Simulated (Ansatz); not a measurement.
BaCuTeF:
```
BaCuTeF
1.0
    4.35970     0.00000     0.00000
    0.00000     4.35970     0.00000
    0.00000     0.00000     9.27197
Ba Cu Te F
2 2 2 2
Direct
  0.00000   0.50000   0.65853
  0.50000   0.00000   0.34147
  0.00000   0.00000   0.00000
  0.50000   0.50000   0.00000
  0.50000   0.00000   0.83909
  0.00000   0.50000   0.16091
  0.50000   0.50000   0.50000
  0.00000   0.00000   0.50000
```

PBEsol in the plane-wave PAW code Ansatz gives a gap of 0.85 eV without spin–orbit coupling, maximum at Γ, minimum at Γ.

Task: What happens when spin–orbit coupling is switched on?

Result: The gap falls by 0.18 eV, to 0.67 eV; maximum at Γ, minimum at Γ.

Task: Give the electron effective mass with spin–orbit coupling.

Result: 0.24, 0.24, 1.4 mₑ (principal values).

Task: Give the hole effective mass with spin–orbit coupling.

Result: 0.27, 0.27, 8.3 mₑ (principal values).

Space group P4/nmm. The first step of the workflow began from a Materials Project structure, measured or hypothetical; the Crystallography Open Database copy checked does not list it. Whether it is the stable phase at ambient conditions was not checked. Symmetry was held in the PBEsol relaxation; phonons show weakly imaginary modes. No spin polarisation was allowed. No Hubbard U is applied.

Potentials: the later of the program's two PAW sets.
